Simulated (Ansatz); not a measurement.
Consider the following.

Te4Mo3:
```cif
data_Mo18Te24
_chemical_formula_sum 'Te24 Mo18'
_space_group_name_H-M_alt 'R-3 :H'
_space_group_IT_number 148
_space_group_name_Hall '-R 3'
_cell_length_a 10.37106
_cell_length_b 10.37106
_cell_length_c 11.92434
_cell_angle_alpha 90.000
_cell_angle_beta 90.000
_cell_angle_gamma 120.000
loop_
_atom_site_label
_atom_site_type_symbol
_atom_site_symmetry_multiplicity
_atom_site_Wyckoff_symbol
_atom_site_fract_x
_atom_site_fract_y
_atom_site_fract_z
_atom_site_occupancy
Te1 Te 6 c 0.00000 0.00000 0.28503 1
Te2 Te 18 f 0.02848 0.32406 0.08698 1
Mo1 Mo 18 f 0.15496 0.14177 0.09502 1
```
(The calculation used a cell of 14 atoms; values per cell refer to that cell.)

This is the r²SCAN-relaxed structure.

**Question.** All from r²SCAN (plane waves, PAW; program Ansatz), unless another level is named. Estimate the electronic character.

**Answer.** metallic (no gap).

**Question.** Predict the formation energy from the elements (no fitted shifts).

**Answer.** -0.30 eV/atom.

**Question.** Predict the density of states at the Fermi level.

**Answer.** 0.20 states/eV per atom (mean over ±0.08 eV).

The workflow started from a Materials Project entry (that database holds measured and hypothetical structures alike); the Crystallography Open Database files this formula in space group No. 148, but the cells were not matched. Its standing as an ambient phase is unchecked. Symmetry was held in the r²SCAN relaxation; its stability against distortions is not shown here. No spin polarisation was allowed. The references are the lowest solids computed at this level, not always the standard phases. Scalar-relativistic: spin–orbit coupling is off unless named, which matters more the heavier the elements.

Potentials: the later of the program's two PAW sets.
